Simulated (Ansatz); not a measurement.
WC: a vibration from a frozen displacement

Theory: DFT r2SCAN, scalar-relativistic, plane waves, PAW (Ansatz 0.2.0). Settings: plane waves to 500 eV, k-mesh 18×18×16 (Γ-centred), Gaussian smearing 0.15 eV. Spin–orbit coupling is left out, which matters for the heavy elements here. No spin polarisation. Energies are free energies at this smearing, counted from the undisturbed cell; pressure is positive in compression.

Reference structure (as given, not relaxed at this level; it stands at 4.3 GPa):

```xyz
2
Lattice="2.9005 0.0000 0.0000 -1.4503 2.5119 0.0000 0.0000 0.0000 2.8290" Properties=species:S:1:pos:R:3 pbc="T T T"
W     2.9005    0.0000    0.0000
C     1.4503    0.8373    1.4145
```

Every C atom is moved by x along the Cartesian unit vector (-0.662, -0.382, -0.645); the cell and all other atoms stay fixed. The cell's volume is 20.61 Å³; the moved atoms weigh 12.011 u together and the others 183.840 u.

| x (Å) | ΔE (meV/cell) | total force on the moved atoms along the move (eV/Å) | pressure (GPa) |
| --- | --- | --- | --- |
| -0.2000 | 304.35 | 3.0648 | 11.5822 |
| -0.1500 | 170.74 | 2.2821 | 8.4269 |
| -0.1000 | 75.86 | 1.5154 | 6.1456 |
| 0.0000 | 0.00 | 0.0000 | 4.3051 |
| 0.0500 | 19.43 | -0.7835 | 4.7722 |
| 0.1500 | 182.19 | -2.5171 | 8.6837 |
| 0.2000 | 332.47 | -3.5128 | 12.2515 |

Problem. What frequency belongs to this motion?

Solution. The force constant is k = −dF/dx = 15.498 eV/Å², from the parabola through x = -0.1000, 0 and 0.0500. In every cell the moved atoms swing against the rest, so the mass is μ = m₁m₂/(m₁ + m₂) = 11.274 u, and ν̃ = 521.5 cm⁻¹ × √(|k|/μ) = 611 cm⁻¹, at this cell's pressure of 4.3 GPa. The pattern needn't be a normal mode: ν̃² is then a weighted mean of the squared nonzero frequencies at the zone centre of this cell, so it lies between the lowest and the highest of them.

Problem. How far does the harmonic law reach?

Solution. At x = -0.200 Å, kx²/2 = 309.95 meV against the computed 304.35 meV (-1.8 %): the well is still close to harmonic there.

In a metal these slopes depend on the k mesh and the smearing.